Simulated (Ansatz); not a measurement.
Relaxed-ion elastic tensor of Zn4TeS3 in space group P-4m2 (No. 115; Pearson symbol tP8) in GPa (Voigt order), PBEsol (plane waves, PAW; program Ansatz); density 4.75 g/cm³, 21.20 Å³ per atom.

|  | 1 | 2 | 3 | 4 | 5 | 6 |
|---|---|---|---|---|---|---|
| 1 | 122 | 32.7 | 56.3 | 0.0 | 0.0 | 0.0 |
| 2 | 32.7 | 122 | 56.3 | 0.0 | 0.0 | 0.0 |
| 3 | 56.3 | 56.3 | 92.2 | 0.0 | 0.0 | 0.0 |
| 4 | 0.0 | 0.0 | 0.0 | 40.5 | 0.0 | 0.0 |
| 5 | 0.0 | 0.0 | 0.0 | 0.0 | 40.5 | 0.0 |
| 6 | 0.0 | 0.0 | 0.0 | 0.0 | 0.0 | 19.9 |

Is the crystal mechanically stable?

Yes: the smallest eigenvalue of C is 19.9 GPa.

Work out the Voigt, Reuss and Hill averages.

K_V = 69.6, K_R = 69.5, K_H = 69.6; G_V = 32.9, G_R = 28.6, G_H = 30.8 GPa.

Give Young's modulus, Poisson's ratio, Pugh's ratio and the universal anisotropy index.

E = 9KG/(3K + G) = 80.4 GPa; ν = 0.31; K/G = 2.26 (ductile by the Pugh limit of 1.75); A_U = 5G_V/G_R + K_V/K_R − 6 = 0.75.

Estimate the sound speeds and the Debye temperature.

v_l = √((K + 4G/3)/ρ) = 4820 m/s, v_t = √(G/ρ) = 2540 m/s, mean 2840 m/s; Θ = (h/k)(3n/4πV)^(1/3) v_m = 306 K.

Solve the Christoffel equation for the three sound speeds along x, y, z.

Eigenvalues of C_ijkl n_j n_l equal ρv² (piezoelectric stiffening left out). In km/s, slowest first: x 2.05, 2.92, 5.07; y 2.05, 2.92, 5.07; z 2.92, 2.92, 4.40.

How much does each axis shrink under pressure?

Linear compressibilities β_i = Σ_j S_ij (j = 1 to 3): x 4.5, y 4.5, z 5.3 per TPa.

The start of the workflow was typed in or built on a structure type; neither database checked (COD, Materials Project) lists it. Whether it is the stable phase at ambient conditions was not checked. The cell was relaxed with PBEsol under the symmetry of its start; whether a distortion lowers the energy is not shown. Spin–orbit coupling is left out wherever it is not named.

Potentials: the earlier of the program's two PAW sets. The files were generated under PBE; for other functionals the program regenerates the frozen cores, and for LDA and PBEsol the local potential too.
